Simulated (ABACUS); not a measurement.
Input and output of a self-consistent single point for 2 x 2 x 2 supercell of Al2Cu (Al2Cu, 24 atoms in the cell; host: space group no. 139; from Materials Project mp-985806) (ABACUS).

Computed with LDA (PW92), numerical atomic orbitals SZP (confined pseudo-atomic orbitals with Gaussian additions; energy shift 0.003 Ry), PseudoDojo 0.4 standard norm-conserving LDA (tails mended) pseudopotentials (ABACUS).

```
Al2Cu
1.0
   -4.06067     4.06067     5.70219
    4.06067    -4.06067     5.70219
    4.06067     4.06067    -5.70219
Al Cu
16 8
Direct
  0.37500   0.12500   0.25000
  0.37500   0.12500   0.75000
  0.37500   0.62500   0.25000
  0.37500   0.62500   0.75000
  0.87500   0.12500   0.25000
  0.87500   0.12500   0.75000
  0.87500   0.62500   0.25000
  0.87500   0.62500   0.75000
  0.12500   0.37500   0.25000
  0.12500   0.37500   0.75000
  0.12500   0.87500   0.25000
  0.12500   0.87500   0.75000
  0.62500   0.37500   0.25000
  0.62500   0.37500   0.75000
  0.62500   0.87500   0.25000
  0.62500   0.87500   0.75000
  0.25000   0.25000   0.00000
  0.25000   0.25000   0.50000
  0.25000   0.75000   0.00000
  0.25000   0.75000   0.50000
  0.75000   0.25000   0.00000
  0.75000   0.25000   0.50000
  0.75000   0.75000   0.00000
  0.75000   0.75000   0.50000
```

Reference input (self-consistent single point, DFT, LDA (PW92), numerical atomic orbitals DZP (confined pseudo-atomic orbitals with Gaussian additions; energy shift 0.003 Ry), PseudoDojo 0.4 standard norm-conserving LDA (tails mended) pseudopotentials): basis = DZP numerical atomic orbitals, energy shift 0.003 Ry; KPT = Gamma 4 4 4 0 0 0; basis_type = lcao; dft_functional = PWLDA; ecutwfc = 100 Ry; smearing_method = fd; smearing_sigma = 0.00734986 Ry; potentials = PseudoDojo 0.4 standard norm-conserving LDA (tails mended); symmetry = 1; symmetry_prec = 1e-05; ks_solver = genelpa; scf_nmax = 100. This run's input differs from it in these lines:

```diff
@@ -27,4 +27,4 @@
 NUMERICAL_ORBITAL
-Al_lda_9.4au_2s2p1d.orb
-Cu_lda_8.3au_3s2p2d1f.orb
+Al_lda_9.4au_1s1p1d.orb
+Cu_lda_8.3au_2s2p1d1f.orb
```

Output (repeated stretches shortened):

```
 SELF-CONSISTENT
 -------------------------------------------

                  longest orb rcut (Bohr) = 9.4
   longest nonlocal projector rcut (Bohr) = 1.78
                     search radius (Bohr) = 22.4

                          real space grid = [ 100, 100, 100 ]

                                 init_chg = atomic

 LCAO ALGORITHM --------------- ION=   1  ELEC=   1--------------------------------

 Density error is 0.106466074793
 E_KohnSham     -3103.9867758721     -42231.9066685092
 E_Fermi        0.7234367105         9.8428614058

 LCAO ALGORITHM --------------- ION=   1  ELEC=   2--------------------------------

   [... lines left out ...]

   [... 6 blocks of this kind left out ...]

 LCAO ALGORITHM --------------- ION=   1  ELEC=   9--------------------------------

 Density error is 1.18156732559e-06
 E_KohnSham     -3106.5986178267     -42267.4426013681
 E_Fermi        0.6836147159         9.3010553722

 LCAO ALGORITHM --------------- ION=   1  ELEC=  10--------------------------------

 Density error is 1.06757049169e-07
 E_KohnSham     -3106.5986178267     -42267.4426013676
 E_KS(sigma->0) -3106.5908300117     -42267.3366427082
 E_entropy(-TS) -0.0155756301        -0.2119173188
 E_Fermi        0.6836144611         9.3010519065
 charge density convergence is achieved
 final etot is -42267.442601 eV
 EFERMI = 9.3010519065 eV

 STATE ENERGY(eV) AND OCCUPATIONS    NSPIN == 1
   [... 118 lines left out ...]

 TOTAL-FORCE (eV/Angstrom)
                       Al1         0.0000000000         0.0000154226         0.0000042099
                       Al2        -0.0000056474         0.0000000000         0.0000042099
                       Al3         0.0000056474         0.0000000000         0.0000042099
                       Al4         0.0000000000        -0.0000056474        -0.0000042099
                       Al5         0.0000154226         0.0000000000        -0.0000042099
                       Al6         0.0000000000        -0.0000154226         0.0000042099
                       Al7         0.0000000000         0.0000056474        -0.0000042099
   [... lines left out ...]

 TOTAL-STRESS (KBAR)
        18.6152892980         0.0000000000         0.0000000000
         0.0000000000        18.6152892980        -0.0000000000
        -0.0000000000        -0.0000000000        26.5478146485
 TOTAL-PRESSURE: 21.259464 KBAR

 --------------------------------------------
 !FINAL_ETOT_IS -42267.4426013676129514 eV
 --------------------------------------------
```

The run converged in 10 iterations. Against the reference run the free energy rises by 321 meV/atom and the pressure goes from -2.53 to 2.13 GPa.

The atom-centred basis is finite, which shifts total energies, pressures and forces against plane waves. A single-zeta basis is rough, for pressures and forces above all. This run is one point of a test of settings, so its values need not be converged; read them against the reference run alone. The structure comes from a collection of computed structures, made at another level of theory; the collection holds predicted forms beside known ones. No clean gap shows at this smearing width and mesh (spacing up to 0.27 Å⁻¹); the mesh is coarse for partly filled bands, so the values carry mesh errors.

Cost on one core: very roughly 7 core-minutes.

The atomic orbitals were generated for these runs; they are not ABACUS's published sets and were checked against plane waves on a few crystals only.

“Tails mended”: in these copies of the files the far tail of each local potential was reset to the Coulomb form.
